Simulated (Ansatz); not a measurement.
# Vibrational response of GaHg$_{2}$

Level of theory: DFT PBE, scalar-relativistic, plane waves, PAW in Ansatz 0.2.0. Plane waves to 420 eV; Γ-centred k mesh 12×12×14; Fermi-Dirac smearing of 0.15 eV. No spin polarisation. Phonons by linear response, acoustic sum rule imposed.

Equilibrium structure at this level:
```yaml
crystal:
  lattice:
    - [5.31813, 0.00000, 0.00000]
    - [-2.65906, 4.60564, 0.00000]
    - [0.00000, 0.00000, 2.99975]
  atoms:
    - { symbol: Ga, position: [0.00000, 0.00000, 0.00000] }
    - { symbol: Hg, position: [0.33333, 0.66667, 0.50000] }
    - { symbol: Hg, position: [0.66667, 0.33333, 0.50000] }
```

The cell was found from a structure generator's guess, not taken from experiment. In a metal, frequencies depend on the k mesh and the smearing, soft modes most. Spin–orbit coupling is left out, which matters for heavy elements.

(1) Is this structure stable against zone-centre distortions?

(2) List the optical modes at Γ (i marks imaginary ones).

Results:

(1) No: 2 of the 6 optical modes are imaginary.

(2)
| frequency (THz) | degeneracy |
| --- | --- |
| 0.78i | 1 |
| 0.47i | 1 |
| 1.49 | 2 |
| 2.21 | 2 |
